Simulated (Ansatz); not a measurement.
**Mo6H: phonons across the zone**

Method: DFT PBE, scalar-relativistic, plane waves, PAW in Ansatz 0.2.0. Cutoff 420 eV, 10×10×4 k-points (Γ-centred), Gaussian smearing of 0.10 eV. No spin polarisation. Phonons by linear response, acoustic sum rule imposed.

Equilibrium structure at this level:
```xyz
7
Lattice="3.1811 0.0000 0.0000 0.0000 3.1811 0.0000 0.0000 0.0000 9.6801" Properties=species:S:1:pos:R:3 pbc="T T T"
H     0.0000    0.0000    0.0000
Mo    1.5906    0.0000    5.6034
Mo    0.0000    1.5906    4.0767
Mo    0.0000    1.5906    0.9618
Mo    1.5906    0.0000    8.7183
Mo    0.0000    1.5906    7.2081
Mo    1.5906    0.0000    2.4720
```

It was reached by relaxing an invented guess, and it needn't be the stable form of this composition. In a metal, frequencies and elastic constants depend on the k mesh and the smearing, soft modes and shear constants most. The q mesh is coarse, so values between its points are rough.

Force constants from linear response on a 2×2×1 q mesh.

Path: Γ–X–M–Γ–Z–R–A–Z | X–R | M–A. Only the points of the 2×2×1 mesh were computed; the rest is interpolation, which is rough on so few points. On the mesh no mode is imaginary. Distance along the path (Å⁻¹), then the branches (cm⁻¹, negative for imaginary):
```
0.000  0 0 0 90 90 106 106 145 145 162 178 178 181 181 181 193 238 248 1173 1335 1335
0.247  45 48 82 96 110 111 117 146 154 167 177 179 180 188 191 194 236 246 1175 1338 1342
0.494  86 91 110 121 125 142 150 153 168 171 176 179 187 201 205 211 235 246 1180 1344 1360
0.741  117 120 129 130 134 151 152 162 163 168 183 193 204 217 224 230 243 250 1184 1351 1377
0.988  128 129 134 141 151 151 152 154 155 158 184 192 220 228 233 236 250 251 1187 1354 1384
1.234  129 134 136 148 151 160 161 162 164 165 186 193 219 228 232 236 246 248 1189 1359 1385
1.481  129 133 149 157 162 168 178 179 181 185 193 199 216 226 232 238 239 243 1195 1373 1388
1.728  129 130 157 166 172 177 186 189 190 199 205 212 217 224 228 228 236 254 1201 1386 1391
1.975  129 129 159 170 180 180 181 190 192 204 214 216 216 224 224 225 240 259 1204 1392 1392
2.324  125 133 154 164 166 178 183 184 191 193 206 210 219 220 227 228 232 247 1199 1385 1385
2.673  106 129 138 145 152 155 165 172 176 184 188 195 201 206 214 217 229 238 1187 1366 1366
3.023  61 84 101 113 116 119 124 151 158 171 178 183 189 190 192 194 234 245 1177 1345 1345
3.372  0 0 0 90 90 106 106 145 145 162 178 178 181 181 181 193 238 248 1173 1335 1335
3.453  9 9 25 86 86 109 109 146 146 156 178 178 180 181 181 197 236 249 1173 1335 1335
3.534  18 18 50 76 76 112 112 141 151 151 176 176 180 180 182 202 234 251 1173 1335 1335
3.615  27 27 67 67 74 114 114 122 157 157 173 173 179 179 187 201 234 252 1173 1335 1335
3.696  31 31 62 62 92 106 115 115 160 160 170 170 179 179 191 198 234 252 1173 1335 1335
3.943  55 70 75 93 109 118 118 130 159 164 170 178 179 188 192 200 234 250 1175 1338 1342
4.190  91 97 103 118 125 145 155 162 166 168 170 175 185 195 205 215 238 247 1180 1344 1360
4.437  115 118 130 130 136 150 153 163 167 168 185 190 206 211 220 232 246 251 1184 1351 1377
4.684  127 128 128 140 151 152 154 154 155 169 183 188 220 228 231 232 250 254 1187 1354 1384
4.931  128 130 137 148 153 161 162 164 164 169 184 190 219 229 231 232 247 251 1189 1359 1385
5.178  131 133 150 155 166 170 178 179 180 185 189 195 218 226 231 237 239 245 1195 1373 1388
5.425  133 134 157 163 172 175 183 188 190 200 200 207 221 228 229 230 235 253 1201 1386 1391
5.671  134 134 160 170 173 173 183 191 192 206 208 216 218 218 230 231 238 259 1204 1392 1392
6.021  131 133 154 160 168 178 181 183 191 192 202 204 221 222 228 230 231 248 1199 1385 1385
6.370  112 126 137 143 152 159 166 175 182 185 185 193 193 202 213 215 235 239 1187 1366 1366
6.719  78 85 100 101 122 123 129 138 160 168 175 181 186 190 192 200 234 247 1177 1345 1345
7.068  31 31 62 62 92 106 115 115 160 160 170 170 179 179 191 198 234 252 1173 1335 1335
7.109  128 129 134 141 151 151 152 154 155 158 184 191 220 228 233 236 250 252 1187 1354 1384
7.190  128 128 132 141 151 152 152 154 155 161 184 191 220 228 233 234 250 252 1187 1354 1384
7.271  128 128 130 141 151 152 153 154 155 165 183 190 220 228 233 233 250 254 1187 1354 1384
7.352  127 128 128 140 151 152 154 154 155 168 183 188 220 228 232 232 250 254 1187 1354 1384
7.393  129 129 159 170 180 180 181 190 192 204 214 216 216 224 224 225 240 259 1204 1392 1392
7.474  130 130 160 170 179 179 182 190 192 204 213 216 216 222 225 227 240 259 1204 1392 1392
7.555  131 131 160 170 177 177 182 190 192 205 210 217 217 219 227 229 239 259 1204 1392 1392
7.636  134 134 160 170 174 174 183 190 192 206 208 217 218 218 229 231 238 259 1204 1392 1392
7.717  134 134 160 170 173 173 183 191 192 206 208 216 218 218 230 231 238 259 1204 1392 1392
```
